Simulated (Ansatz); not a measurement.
Input:

SiO2:
```yaml
crystal:
  lattice:
    - [4.94920, 0.00000, 0.00000]
    - [-2.47460, 4.28613, 0.00000]
    - [0.00000, 0.00000, 5.44188]
  atoms:
    - { symbol: Si, position: [0.52964, 0.52964, 0.00000] }
    - { symbol: Si, position: [0.47036, 0.00000, 0.33333] }
    - { symbol: Si, position: [0.00000, 0.47036, 0.66667] }
    - { symbol: O, position: [0.26694, 0.41251, 0.78550] }
    - { symbol: O, position: [0.58749, 0.85443, 0.11884] }
    - { symbol: O, position: [0.14557, 0.73306, 0.45217] }
    - { symbol: O, position: [0.41251, 0.26694, 0.21450] }
    - { symbol: O, position: [0.85443, 0.58749, 0.88116] }
    - { symbol: O, position: [0.73306, 0.14557, 0.54783] }
```

This is the PBEsol-relaxed structure.

Q: All from PBEsol (plane waves, PAW; program Ansatz), unless another level is named. Give the electronic dielectric constant ε∞ (DFPT).

A: 2.49 (xx = yy), 2.52 (zz).

Q: Give the largest static χ(2) component.

A: 0.94 pm/V.

Q: And the Born charges (a third of the trace)?

A: Si +3.38, O -1.69 e.

Space group P3_121. Symmetry was held in the PBEsol relaxation.

Potentials: the earlier of the program's two PAW sets. The files were generated under PBE; for other functionals the program regenerates the frozen cores, and for LDA and PBEsol the local potential too.
